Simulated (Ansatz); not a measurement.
# Squeezing and stretching MoS₂

Reference cell: a COD entry, ions relaxed with PBE at fixed cell.

```cif
data_MoS2
_symmetry_space_group_name_H-M 'P6_3/mmc'
_symmetry_Int_Tables_number 194
_cell_length_a 3.1400
_cell_length_b 3.1400
_cell_length_c 12.5300
_cell_angle_alpha 90.000
_cell_angle_beta 90.000
_cell_angle_gamma 120.000
loop_
_atom_site_label
_atom_site_type_symbol
_atom_site_symmetry_multiplicity
_atom_site_Wyckoff_symbol
_atom_site_fract_x
_atom_site_fract_y
_atom_site_fract_z
Mo Mo 2 c 0.3333 0.6667 0.2500
S S 4 f 0.3333 0.6667 0.6245
```

One atom of each set is listed.

Computed with Ansatz: DFT, PBE, plane waves and PAW, scalar-relativistic, collinear spin, 420 eV cutoff, Γ-centred 16×16×4 k-points, Fermi–Dirac smearing 0.02 eV. Start moments as typed (μB): 2 on each Mo, none on the rest.

The cell is scaled uniformly, and the ions relax again at each size.

```
V/V₀  pressure (GPa)  gap on the k-mesh (eV)
0.94             9.0                    0.89
0.96               ?                       ?
0.98             5.3                    0.96
1.00             3.7                    0.99
1.02             2.3                    1.02
1.04             1.0                    1.04
1.06            -0.2                    1.02
```

Q: Estimate the row at V/V₀ = 0.96 and the bulk modulus.

A: pressure (GPa): 7.1; gap on the k-mesh (eV): 0.93. Worked: a parabola in ln(V/V₀) through the other 6 rows gives 7.1 GPa there. It crosses zero pressure at V/V₀ = 1.057, the equilibrium volume of this functional, where the bulk modulus is B = −dP/d ln V = 59 GPa. The shape of the cell is held, so in this non-cubic crystal both values are those of uniform scaling, and B is an upper bound to the hydrostatic one. No dispersion correction is included, which matters between the layers of this solid. The gap doesn't follow a straight line in the volume: it is largest at V/V₀ = 1.04 (1.04 eV) and smallest at 0.94 (0.89 eV).

PBE gaps are too small, by a third to a half in many semiconductors; their changes with volume are better.

The start moments die out, and the run ends without spin.
